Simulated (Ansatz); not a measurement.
AlMo2C:
```xyz
8
Lattice="3.0109 0.0000 0.0000 -1.5055 2.6075 0.0000 0.0000 0.0000 13.4518" Properties=species:S:1:pos:R:3 pbc="T T T"
Al     1.5055     0.8692     3.3629
Al     0.0000     1.7384    10.0888
Mo     1.5055     0.8692    12.2497
Mo     0.0000     1.7384     1.2021
Mo     0.0000     1.7384     5.5238
Mo     1.5055     0.8692     7.9280
C      0.0000     0.0000     0.0000
C      0.0000     0.0000     6.7259
```

Relaxed with r²SCAN. Special points in fractions of this cell's reciprocal vectors: Γ (0.000, 0.000, 0.000); M (0.500, 0.000, 0.000); K (0.333, 0.333, 0.000); A (0.000, 0.000, 0.500); L (0.500, 0.000, 0.500); H (0.333, 0.333, 0.500).

**Question.** List the band energies nearest the Fermi level at these points for r²SCAN (plane waves, PAW; program Ansatz).

**Answer.** In eV from the Fermi level; about four levels below and three above (degenerate sets whole), none deeper than 8.9 eV; points with the same levels are listed once.

```csv
k,below,above
Γ,-0.26 -0.26 -0.18 -0.18,0.85 0.85 0.95 0.95
M,-4.07 -3.47 -2.33 -2.23,0.20 0.34 0.67
K,-2.58 -2.49 -2.49 -1.51,0.58 0.58 0.73 0.73
A,-0.22 -0.22 -0.22 -0.22,0.90 0.90 0.90 0.90
L,-3.82 -3.82 -2.28 -2.28,0.49 0.49 0.54 0.54
H,-2.40 -2.40 -2.03 -2.03,0.46 0.46 0.92 0.92
```

Space group P6_3/mmc. The start of the workflow was typed in or built on a structure type; neither database checked (COD, Materials Project) lists it. Its standing as an ambient phase is unchecked. The r²SCAN relaxation kept the symmetry of its start; its stability against distortions is not shown here. The run is not spin-polarised. Scalar-relativistic: spin–orbit coupling is off unless named, which matters more the heavier the elements.

Potentials: the earlier of the program's two PAW sets.
